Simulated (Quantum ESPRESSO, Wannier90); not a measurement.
# Wannierisation of CsPbBr$_{3}$ (cubic perovskite)

```xyz
5
Lattice="5.9486 0.0000 0.0000 0.0000 5.9486 0.0000 0.0000 0.0000 5.9486" Properties=species:S:1:pos:R:3 pbc="T T T"
Cs     0.0000     0.0000     0.0000
Pb     2.9743     2.9743     2.9743
Br     2.9743     2.9743     0.0000
Br     0.0000     2.9743     2.9743
Br     2.9743     0.0000     2.9743
```

Structure: Materials Project mp-600089, symmetrised, not relaxed again. COD (Crystallography Open Database) records the formula in this space group. Ideal cubic forms of this type are often high-temperature phases that distort on cooling; symmetry holds the cell here, and its stability was not tested. Level: PBEsol, no spin polarisation, no spin-orbit coupling; pw.x of Quantum ESPRESSO at 50 Ry with PseudoDojo potentials, 4×4×4 k-points, Wannier90. Density: 6×6×6 mesh, cold smearing 0.01 Ry. Spin-orbit coupling is left out although heavy elements are present.

Functional, cutoff and mesh named above are those of the base row (PBEsol); the first column says what each row takes instead. Model: 12 functions from bands 7-9,14-22, start SCDM (isolated) (the valence bands). Energies are relative to the valence-band maximum; the misfit is to pw.x on a path, for all bands of the set. The functional changes, each with its own PseudoDojo files and their cutoffs, on the same cell. Ω_total can sit in another minimum from row to row; Ω_I of an isolated set cannot.

| functional | Ω_I (Å²) | Ω_total (Å²) | rms misfit (meV) | gap (eV) | bottom of band 7 (eV) |
|---|---|---|---|---|---|
| LDA | 20.54 | 23.49 | 12 | 1.54 | -14.49 |
| PBE | 20.05 | 23.00 | 11 | 1.69 | -14.49 |
| PBEsol | 20.33 | 23.29 | 12 | 1.59 | -14.49 |
